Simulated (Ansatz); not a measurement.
# A sublattice moved along a line in YTe

Theory: Ansatz 0.2.0, DFT PBEsol, scalar-relativistic, plane waves, PAW. The runs took a 420 eV cutoff, a Γ-centred 14×14×14 mesh and Gaussian smearing (0.15 eV). No spin polarisation. Energies are free energies at this smearing, counted from the undisturbed cell; pressure is positive in compression.

Zero of the scan (as given, not relaxed at this level; it stands at -0.5 GPa, and it needn't be the usual structure):

```yaml
crystal:
  lattice:
    - [0.00000, 3.04750, 3.04750]
    - [3.04750, 0.00000, 3.04750]
    - [3.04750, 3.04750, 0.00000]
  atoms:
    - { symbol: Y, position: [0.00000, 0.00000, 0.00000] }
    - { symbol: Te, position: [0.50000, 0.50000, 0.50000] }
```

Every Te atom is moved by x along the Cartesian unit vector (0.000, 0.000, 1.000); the cell and all other atoms stay fixed. The cell is metallic on the mesh throughout.

| x (Å) | ΔE (meV/cell) | force along x on the moved atoms (eV/Å) | pressure (GPa) |
| --- | --- | --- | --- |
| -0.5000 | 952.3 | 4.75 | 7.4 |
| -0.2500 | 195.7 | 1.67 | 1.3 |
| 0.0000 | 0.0 | 0.00 | -0.5 |
| 0.0625 | 11.5 | -0.37 | -0.4 |
| 0.1250 | 46.5 | ? | 0.0 |
| 0.1875 | 106.9 | -1.18 | 0.5 |
| 0.3125 | 317.6 | -2.25 | 2.4 |
| 0.3750 | ? | ? | 3.7 |
| 0.4375 | 687.5 | -3.76 | 5.4 |

By symmetry 0.5000 repeats -0.5000, -0.3750 repeats 0.3750, 0.2500 repeats -0.2500, -0.1250 repeats 0.1250 in energy, with the opposite slope along the path.

Problem. Give the withheld values.

Solution. force along x on the moved atoms (eV/Å) at x (Å) = 0.1250: -0.76; ΔE (meV/cell) at x (Å) = 0.3750: 478.9; force along x on the moved atoms (eV/Å) at x (Å) = 0.3750: -2.94.